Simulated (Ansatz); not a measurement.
TiAl2O5:
```cif
data_Al4O10Ti2
_chemical_formula_sum 'Ti2 Al4 O10'
_space_group_name_H-M_alt 'P 1'
_space_group_IT_number 1
_cell_length_a 5.01526
_cell_length_b 5.01526
_cell_length_c 9.64234
_cell_angle_alpha 90.000
_cell_angle_beta 90.000
_cell_angle_gamma 137.891
loop_
_space_group_symop_operation_xyz
  'x, y, z'
loop_
_atom_site_label
_atom_site_type_symbol
_atom_site_fract_x
_atom_site_fract_y
_atom_site_fract_z
_atom_site_occupancy
Ti1 Ti 0.31512 0.68488 0.25000 1
Ti2 Ti 0.68488 0.31512 0.75000 1
Al1 Al 0.35924 0.64076 0.94384 1
Al2 Al 0.64076 0.35924 0.05616 1
Al3 Al 0.64076 0.35924 0.44384 1
Al4 Al 0.35924 0.64076 0.55616 1
O1 O 0.18765 0.81235 0.06676 1
O2 O 0.81235 0.18765 0.93324 1
O3 O 0.81235 0.18765 0.56676 1
O4 O 0.18765 0.81235 0.43324 1
O5 O 0.45532 0.54468 0.11760 1
O6 O 0.54468 0.45532 0.88240 1
O7 O 0.54468 0.45532 0.61760 1
O8 O 0.45532 0.54468 0.38240 1
O9 O 0.73579 0.26421 0.25000 1
O10 O 0.26421 0.73579 0.75000 1
```

Relaxed with PBEsol. DFT-PBEsol in the program Ansatz with PAW potentials gives a gap of 3.02 eV.

Problem. What gap does HSE06 give on the same cell (Ansatz, PAW)?

Solution. 4.74 eV, 1.72 eV more. The hybrid was solved on a coarser mesh and at special points; the gap given is the minimum over both.

| k | v1 PBEsol | c1 PBEsol | v1 HSE06 | c1 HSE06 |
|---|---|---|---|---|
| Γ | 0.00 | 3.30 | … | … |
| Y | -0.45 | 3.02 | -0.49 | 4.74 |
| T | -0.61 | 3.13 | -0.65 | 4.84 |
| Z | -0.36 | 3.30 | … | … |
| S | -0.35 | 3.25 | -0.37 | 4.93 |
| R | -0.63 | 3.36 | -0.65 | 5.05 |
| Σ0 | -0.43 | 3.36 | … | … |
| A0 | -0.45 | 3.48 | … | … |

Problem. Top valence (v1) and lowest conduction level (c1) in eV from each method's valence maximum (which need not be a listed point): supply the withheld HSE06 values.

Solution. 
- Γ, v1 HSE06: 0.00
- Γ, c1 HSE06: 5.00
- A0, v1 HSE06: -0.47
- A0, c1 HSE06: 5.19
- Z, v1 HSE06: -0.39
- Z, c1 HSE06: 5.01
- Σ0, v1 HSE06: -0.45
- Σ0, c1 HSE06: 5.07

Cost on shared cores: the PBEsol run (SCF on a 8×8×3 mesh, then bands and DOS) about 3.0 core-minutes (a rough figure), the HSE06 run (SCF on 5×5×2, then a few points) roughly 8 core-minutes; the tasks are unlike.

Space group Cmcm. The workflow started from a Materials Project entry (that database holds measured and hypothetical structures alike); the Crystallography Open Database copy checked does not list it. Its standing as an ambient phase is unchecked. The PBEsol relaxation kept the symmetry of its start; whether a distortion lowers the energy is not shown. The run is not spin-polarised.

Potentials: the later of the program's two PAW sets.
